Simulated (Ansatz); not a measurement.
YTe:
```
CELL_PARAMETERS angstrom
      0.00000     3.03969     3.03969
      3.03969     0.00000     3.03969
      3.03969     3.03969     0.00000
ATOMIC_POSITIONS crystal
  Y  0.50000 0.50000 0.50000
  Te 0.00000 0.00000 0.00000
```

Relaxed with PBEsol. Special points in fractions of this cell's reciprocal vectors: Γ (0.000, 0.000, 0.000); X (0.500, 0.000, 0.500); U (0.625, 0.250, 0.625); K (0.375, 0.375, 0.750); L (0.500, 0.500, 0.500); W (0.500, 0.250, 0.750).

Question: List the band energies nearest the Fermi level at these points for PBEsol with spin–orbit coupling (plane waves, PAW; program Ansatz).

Answer: In eV from the Fermi level; about four levels below and three above (degenerate sets whole), none deeper than 8.9 eV; points with the same levels are listed once.

| k | below | above |
|---|---|---|
| Γ | -0.29 -0.29 -0.29 -0.29 -0.24 -0.24 | 0.35 0.35 0.35 0.35 |
| X | -3.06 -3.06 -1.96 -1.96 | 1.29 1.29 1.51 1.51 |
| U | -3.77 -3.77 -0.51 -0.51 | 2.08 2.08 2.20 2.20 |
| L | -4.37 -4.37 -3.99 -3.99 | 1.56 1.56 1.77 1.77 |
| W | -4.54 -4.54 -4.44 -4.44 | 0.74 0.74 0.86 0.86 |

Space group Fm-3m (rock salt). The workflow started from an entry of the Crystallography Open Database (COD). Its standing as an ambient phase is unchecked. The cell was relaxed with PBEsol under the symmetry of its start; of distortions, only those at the zone centre were tested. No spin polarisation was allowed. With an odd number of electrons in the cell and no spin polarisation, the count alone makes it a metal.

Potentials: the later of the program's two PAW sets.
